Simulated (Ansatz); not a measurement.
NaBrF$_{4}$ in space group I4/mcm (No. 140; Na on 4a, Br on 4d, F on 16l), plane-wave PAW r²SCAN (Ansatz code). The conduction-band minimum lies at M, with 1 equivalent valley. Second derivatives d²E/dk² of the lowest band at one valley (eV·Å²), along Cartesian directions:

```tsv
direction	d²E/dk²
[100]	7.175
[010]	7.175
[001]	7.852
[110]	7.174
[101]	7.508
[011]	7.508
```

Q: Find the principal effective masses, the density-of-states mass and the conductivity mass.

A: Off-diagonal terms follow from H_xy = H[110] − (H_xx + H_yy)/2, and m*/mₑ = 7.620 eV·Å² over each eigenvalue: 0.97, 1.1, 1.1. One valley's DOS mass (m₁m₂m₃)^(1/3) = 1.0, conductivity mass 3/(Σ 1/mᵢ) = 1.0 mₑ.

Q: What effective density of states Nc follows at 300 K for parabolic valleys?

A: Nc = 2.509e19 × 1 × (1.0)^(3/2) ≈ 2.5e19 cm⁻³.

The first step of the workflow began from a Materials Project structure, measured or hypothetical; the Crystallography Open Database copy checked does not list it. Whether it is the stable phase at ambient conditions was not checked. The r²SCAN relaxation kept the symmetry of its start; its stability against distortions is not shown here. Scalar-relativistic: spin–orbit coupling is off unless named, which matters more the heavier the elements.

Potentials: the later of the program's two PAW sets.

Edges and masses are those of Kohn–Sham bands, whose gap is no quasiparticle gap.
